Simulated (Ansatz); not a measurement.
InGaAs2 in space group R3m (No. 160; In on 3a, Ga on 3a, As on 3a, As on 3a) under volume change, the program Ansatz at the PBEsol level (PAW), shape and atoms relaxed at each volume.

```
V (Å³/atom)  E − E(relaxed) (meV/atom)  P (GPa)
-----------  -------------------------  -------
23.125                            46.3     7.09
23.887                            19.4     4.32
24.649                             4.6     1.98
25.412                             0.0     0.00
26.174                             4.1    -1.67
26.936                            15.5    -3.08
27.699                            33.0    -4.26
```

Q: What does a third-order Birch–Murnaghan fit give for V₀, B₀ and B′?

A: V₀ = 25.41 Å³/atom, B₀ = 60.4 GPa, B′ = 4.6.

The workflow started from a Materials Project entry (that database holds measured and hypothetical structures alike); the Crystallography Open Database copy checked does not list it. With In and Ga taken as one species the cell has the higher symmetry F-43m, so it may be an ordered model of a mixed-site phase. Its standing as an ambient phase is unchecked. Symmetry was held in the PBEsol relaxation; its stability against distortions is not shown here.

Potentials: the later of the program's two PAW sets.
